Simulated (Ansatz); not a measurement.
The start is a relaxed AlNi cell shaken by Gaussian noise of σ = 0.08 Å a coordinate. The cell and all atomic positions are relaxed at zero pressure with PBEsol (plane waves to 420 eV, PAW, scalar-relativistic; Ansatz, an electronic-structure program). The first steps use a coarse 5×5×13 k-mesh.

The start:
```
AlNi
1.0
    7.37483     0.00000     0.00000
    0.00000     7.37483     0.00000
    0.00000     0.00000     2.53526
Ni Al
4 4
Direct
  0.89839   0.10852   0.50609
  0.38478   0.38770   0.01474
  0.61189   0.60408   0.01518
  0.11496   0.85593   0.47480
  0.80813   0.80913   0.52942
  0.28627   0.70760   0.00525
  0.71466   0.29954   0.96950
  0.20789   0.18991   0.47056
```

What is the largest force in the starting geometry, and on which atom (counted from 1)?

4.01 eV/Å, on Al6 (atoms numbered as listed).

By how much does the energy per atom fall from start to end?

0.58 eV/atom.

Does it find its way back to the structure it was made from?

It does not go back: it reaches P2/m (No. 10), 0.50 eV/atom below the parent.

How do the shortest distances between atoms change?

The closest pairs of elements (up to four, under 3.6 Å), start → end: Al–Ni 2.05 → 2.43 Å; Ni–Ni 2.31 → 2.51 Å; Al–Al 2.54 → 2.64 Å.

Give the final cell and atomic positions.


Space group P2/m (No. 10); a = 6.1697 Å, b = 2.6791 Å, c = 6.2836 Å, α = 90.00°, β = 92.74°, γ = 90.00°

| atom | site | symmetry | x | y | z |
|---|---|---|---|---|---|
| Ni | 2m | m | 0.2516 | 0.0000 | 0.0854 |
| Ni | 2m | m | 0.1007 | 0.0000 | 0.7070 |
| Al | 2n | m | 0.5815 | 0.5000 | 0.1981 |
| Al | 2n | m | 0.2116 | 0.5000 | 0.4074 |

Final values are on a 8×17×8 k-mesh of the relaxed cell. No spin polarisation in the result. A magnetic state may lie lower.

The relaxed structure here is a generated cell of AlNi: the first start was made by placing the elements on the sites of a structure type, and the end was not matched to a known phase here, so it may be hypothetical. Known forms of AlNi include space group No. 221.
